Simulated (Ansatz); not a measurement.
Computed with Ansatz 0.2.0, DFT PBEsol, scalar-relativistic, plane waves, PAW.

Structure of Sn:

```
CELL_PARAMETERS angstrom
0.00000 3.27017 3.27017
3.27017 0.00000 3.27017
3.27017 3.27017 0.00000
ATOMIC_POSITIONS crystal
Sn 0.00000 0.00000 0.00000
Sn 0.25000 0.25000 0.25000
```

Plane waves to 420 eV, a k mesh through Γ of 12×12×12 on the computed 2-atom cell and Gaussian smearing (0.10 eV); no spin polarisation.

Levels along Γ–X–U | K–Γ–L–W–X, in eV from the Fermi level, sorted by energy at each point. Points in fractions of the primitive reciprocal vectors: Γ (0.000 0.000 0.000), X (0.500 0.000 0.500), U (0.625 0.250 0.625), K (0.375 0.375 0.750), L (0.500 0.500 0.500), W (0.500 0.250 0.750).
```tsv
point	k (1/Å, with 2π)	band 11	band 12	band 13	band 14	band 15	band 16	band 17
Γ	0.000	-10.46	-0.83	0.10	0.10	0.10	2.17	2.17
-	0.137	-10.39	-1.56	-0.18	-0.18	0.80	1.95	2.53
-	0.275	-10.20	-2.60	-0.74	-0.74	1.53	1.67	3.33
-	0.412	-9.88	-3.65	-1.29	-1.29	1.13	2.12	4.26
-	0.549	-9.44	-4.67	-1.75	-1.75	0.83	1.95	5.25
-	0.686	-8.88	-5.65	-2.09	-2.09	0.67	1.51	6.24
-	0.823	-8.21	-6.58	-2.31	-2.31	0.66	1.09	7.13
X	0.961	-7.44	-7.44	-2.38	-2.38	0.80	0.80	7.58
-	1.009	-7.44	-7.43	-2.42	-2.37	0.81	0.88	7.48
-	1.058	-7.46	-7.40	-2.54	-2.35	0.83	1.09	7.24
-	1.106	-7.50	-7.35	-2.69	-2.31	0.86	1.41	6.93
-	1.155	-7.56	-7.28	-2.87	-2.26	0.90	1.82	6.60
-	1.203	-7.63	-7.19	-3.03	-2.19	0.95	2.28	6.27
-	1.252	-7.72	-7.09	-3.17	-2.12	1.01	2.78	5.95
U	1.300	-7.83	-6.96	-3.27	-2.03	1.07	3.31	5.64
K	1.300	-7.83	-6.96	-3.27	-2.03	1.07	3.31	5.64
-	1.446	-8.28	-6.47	-3.35	-1.69	1.30	4.75	4.83
-	1.591	-8.82	-5.80	-3.08	-1.28	1.47	4.17	4.31
-	1.737	-9.36	-4.97	-2.54	-0.84	1.47	3.46	3.66
-	1.883	-9.82	-3.98	-1.82	-0.44	1.28	2.90	3.04
-	2.028	-10.17	-2.85	-1.00	-0.14	0.99	2.50	2.58
-	2.174	-10.38	-1.66	-0.24	0.04	0.59	2.25	2.28
Γ	2.319	-10.46	-0.83	0.10	0.10	0.10	2.17	2.17
-	2.438	-10.41	-1.47	0.00	0.00	0.41	2.30	2.30
-	2.557	-10.27	-2.48	-0.24	-0.24	0.51	2.60	2.60
-	2.676	-10.03	-3.52	-0.50	-0.50	0.37	2.92	2.92
-	2.795	-9.72	-4.49	-0.74	-0.74	0.19	3.13	3.13
-	2.914	-9.36	-5.34	-0.92	-0.92	0.04	3.21	3.21
-	3.032	-9.03	-5.97	-1.03	-1.03	-0.06	3.22	3.22
L	3.151	-8.88	-6.22	-1.07	-1.07	-0.09	3.22	3.22
-	3.248	-8.84	-6.22	-1.49	-1.13	0.34	3.13	3.34
-	3.345	-8.74	-6.24	-2.12	-1.30	0.99	2.98	3.73
-	3.442	-8.58	-6.31	-2.66	-1.58	1.55	2.91	4.34
-	3.539	-8.35	-6.46	-3.02	-1.93	2.04	2.96	4.92
-	3.636	-8.07	-6.70	-3.18	-2.30	2.48	3.14	4.61
-	3.733	-7.74	-7.02	-3.14	-2.65	2.92	3.38	4.09
W	3.831	-7.38	-7.38	-2.95	-2.95	3.35	3.35	3.99
-	3.899	-7.38	-7.38	-2.92	-2.92	2.97	2.97	4.40
-	3.968	-7.39	-7.39	-2.86	-2.86	2.42	2.42	5.05
-	4.036	-7.40	-7.40	-2.75	-2.75	1.91	1.91	5.72
-	4.105	-7.42	-7.42	-2.63	-2.63	1.47	1.47	6.39
-	4.174	-7.43	-7.43	-2.51	-2.51	1.12	1.12	6.98
-	4.242	-7.43	-7.43	-2.41	-2.41	0.88	0.88	7.42
X	4.311	-7.44	-7.44	-2.38	-2.38	0.80	0.80	7.58
```